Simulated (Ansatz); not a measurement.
NaFeO2-type KLuO2

The computed numbers are results of PBEsol, scalar-relativistic (no spin polarisation) in the plane-wave PAW code Ansatz at 420 eV, Γ-centred 10×10×10 mesh, 0.05 eV Gaussian smearing. The datasets are Ansatz's generated set soft_2.

```cif
data_structure
_symmetry_space_group_name_H-M 'P 1'
_symmetry_Int_Tables_number 1
_cell_length_a 6.4354
_cell_length_b 6.4354
_cell_length_c 6.4354
_cell_angle_alpha 30.243
_cell_angle_beta 30.243
_cell_angle_gamma 30.243
_cell_volume 59.91
loop_
_atom_site_label
_atom_site_type_symbol
_atom_site_fract_x
_atom_site_fract_y
_atom_site_fract_z
_atom_site_occupancy
K1 K 0.50000 0.50000 0.50000 1
Lu1 Lu 0.00000 0.00000 0.00000 1
O1 O 0.27161 0.27161 0.27161 1
O2 O 0.72839 0.72839 0.72839 1
```

This is a trial structure made by placing the elements on a prototype's sites, so it needn't be the stable form.

The cell above was scaled in volume, and shape and atoms were relaxed at each volume within its symmetry. Energies are counted from the cell above.

Cell and atoms are those of this level's equilibrium.

| V (Å³/atom) | ΔE (meV/atom) | P (GPa) | gap on the mesh (eV) |
| --- | --- | --- | --- |
| 14.38 | 7.5 | 4.2 | 3.58 |
| 14.68 | ? | ? | ? |
| 14.98 | 0.0 | 0.0 | 3.66 |
| 15.28 | 1.6 | -1.7 | 3.55 |
| 15.58 | 6.4 | -3.3 | 3.42 |

Question: Fill in the withheld row.

Answer: ΔE (meV/atom): 1.8, P (GPa): 2.0, gap on the mesh (eV): 3.63.

Question: What do the points give for the equilibrium volume, the bulk modulus and its pressure derivative (third-order Birch–Murnaghan)?

Answer: V0 = 14.98 Å³/atom, B0 = 93 GPa, B0′ = 4.7.

B0·V0 = 92.6 GPa × 14.98 Å³ = 8.66 eV/atom sets the scale: near the minimum ΔE ≈ ½ B0 V0 x², with x = V/V0 − 1, and a pressure of 0.9 GPa squeezes the volume by about 1 %. At the ends of the curve: x = −4.0 % predicts 7.0 meV/atom and the run gives 7.5; x = +4.0 % predicts 6.9 meV/atom and the run gives 6.4. Compression costs more and expansion less than the parabola says, since the crystal stiffens as it shrinks; B0′ measures that.

Kohn–Sham gaps of semilocal functionals lie under measured ones, often by a third or more. Scalar-relativistic only: spin–orbit splittings of the heavy atoms' levels are missing.
